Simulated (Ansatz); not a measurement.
Rh (Fm-3m), stationary points along a deformation path

These are results of DFT PBEsol, scalar-relativistic, plane waves, PAW in Ansatz, not measurements. Settings: plane waves to 420 eV, k-mesh 30×30×30 (Γ-centred), Gaussian smearing 0.15 eV. No spin polarisation. Energies are free energies at this smearing, counted from the undisturbed cell; pressure is positive in compression.

The starting cell (relaxed at this level; with this scan's settings it stands at 0.1 GPa):

```
Rh
1.0
     0.00000    1.89000    1.89000
     1.89000    0.00000    1.89000
     1.89000    1.89000    0.00000
Rh
1
Cartesian
  0.0000 0.0000 0.0000
```

At fixed volume and fractional coordinates, lengths along (0.000, 0.000, 1.000) are scaled against those across it; ρ is that ratio over its starting value. V = 13.502 Å³/atom. Δσ is the stress along the axis less the mean stress across it (compression positive).

```
    ρ  ΔE (meV/atom)  Δσ (GPa) space group
0.650          334.6    -20.18       I4/mmm
0.707          393.2     -0.06        Im-3m
0.780          308.9     27.00       I4/mmm
0.850          162.1     30.36       I4/mmm
0.920           47.9     19.43       I4/mmm
0.960           12.0     10.27       I4/mmm
1.000            0.0      0.00        Fm-3m
1.100           69.2    -25.86       I4/mmm
1.200          244.2    -44.03       I4/mmm
1.300          471.8    -57.68       I4/mmm
1.414          786.6    -76.13       I4/mmm
1.500         1062.4    -90.27       I4/mmm
```

**Question.** How does the stress give the slope of the energy, and where is the energy stationary?

**Answer.** Along the path d ln(length) is 2/3 d ln ρ on the axis and −1/3 d ln ρ across it, so dE/d ln ρ = −(2/3) V Δσ: the energy falls with ρ where Δσ is positive. Δσ vanishes or changes sign at ρ = 0.707 (Im-3m), a maximum at 393.2 meV/atom; at ρ = 1.000 (Fm-3m), a minimum at 0.0 meV/atom. Pairs of stationary points between two samples would go unseen, and could change a minimum read from distant neighbours into a maximum. At ρ = 0.707, 1.000 the cell is cubic, where symmetry alone makes the stress isotropic and the slope zero.

**Question.** Which shear constant sets the curvature at ρ = 1?

**Answer.** For a cubic crystal E/V = (2/3) C (ln ρ)² with C = C′ = (C11 − C12)/2, so Δσ = −2C ln ρ. The parabola of Δσ against ln ρ through ρ = 0.960, 1 and 1.100 gives C ≈ 129 GPa with the ions clamped, rough because the steps are large.

**Question.** Integrate that slope from ρ = 1 to 1.300 by the trapezoid rule.

**Answer.** With V/N in Å³ and 1 eV/Å³ = 160.2 GPa the slopes at ρ = 1.000, 1.100, 1.200, 1.300 are 0, 1453, 2474, 3241 meV/atom per unit of ln ρ. The steps add 69.2 + 170.8 + 228.7 = 468.8 meV/atom, against 471.8 from the energies; the trapezoid rule misses the curvature of the slope within each step.

In a metal these slopes depend on the k mesh and the smearing.

Cost: 12 runs of about 9.1 core-minutes in all, on Intel Xeon Processor @ 2.50GHz (Skylake/Cascade Lake) (shared hosts).